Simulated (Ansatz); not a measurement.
BP:
```
BP
1.0
    0.00000     2.15906     2.15906
    2.15906     0.00000     2.15906
    2.15906     2.15906     0.00000
P B
1 1
Direct
  0.00000   0.00000   0.00000
  0.50000   0.50000   0.50000
```

Relaxed with r²SCAN. Special points in fractions of this cell's reciprocal vectors: Γ (0.000, 0.000, 0.000); X (0.500, 0.000, 0.500); U (0.625, 0.250, 0.625); K (0.375, 0.375, 0.750); L (0.500, 0.500, 0.500); W (0.500, 0.250, 0.750).

Q: List the band energies nearest the Fermi level at these points for DFT-r²SCAN in the program Ansatz with PAW potentials.

A: In eV from the Fermi level; about four levels below and three above (degenerate sets whole), none deeper than 8.9 eV; points with the same levels are listed once.

```
k                    below                above
-  -----------------------  -------------------
Γ                        –       0.03 0.03 0.03
X        -4.50 -4.50 -3.00     2.98 12.98 12.98
U  -8.74 -8.54 -3.54 -0.33      7.51 8.21 11.86
L                        –  0.73 0.73 1.21 1.21
W        -7.98 -7.69 -7.69  3.89 4.89 9.96 9.96
```

Space group Fm-3m (rock salt). The cell is a constructed one: a structure type filled with these elements; neither database checked (COD, Materials Project) lists it. It is not the phase usual at ambient conditions (space group No. 216). The cell was relaxed with r²SCAN under the symmetry of its start; whether a distortion lowers the energy is not shown.

Potentials: the later of the program's two PAW sets.
